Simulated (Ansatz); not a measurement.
Consider the following.

LiF:
```cif
data_F2Li2
_chemical_formula_sum 'Li2 F2'
_space_group_name_H-M_alt 'P 1'
_space_group_IT_number 1
_cell_length_a 3.29583
_cell_length_b 3.29583
_cell_length_c 4.01729
_cell_angle_alpha 90.000
_cell_angle_beta 90.000
_cell_angle_gamma 120.000
loop_
_space_group_symop_operation_xyz
  'x, y, z'
loop_
_atom_site_label
_atom_site_type_symbol
_atom_site_fract_x
_atom_site_fract_y
_atom_site_fract_z
_atom_site_occupancy
Li1 Li 0.33333 0.66667 0.75000 1
F1 F 0.66667 0.33333 0.75000 1
F2 F 0.33333 0.66667 0.25000 1
Li2 Li 0.66667 0.33333 0.25000 1
```

This is the PBEsol-relaxed structure.

Problem. All from the program Ansatz at the PBEsol level (PAW), unless another level is named. Give the Born charges (a third of the trace).

Solution. Li +1.00, F -1.00 e.

Problem. And the electronic dielectric constant ε∞ (DFPT)?

Solution. 1.93 (xx = yy), 1.95 (zz).

Problem. What about the static dielectric constant ε0 (ions relaxed, cell fixed)?

Solution. 4.62 (xx = yy), 10.6 (zz).

Space group P6_3/mmc. The start of the workflow was typed in or built on a structure type; neither database checked (COD, Materials Project) lists it. It is not the phase usual at ambient conditions (space group No. 225). The cell was relaxed with PBEsol under the symmetry of its start; whether a distortion lowers the energy is not shown.

Potentials: the later of the program's two PAW sets.
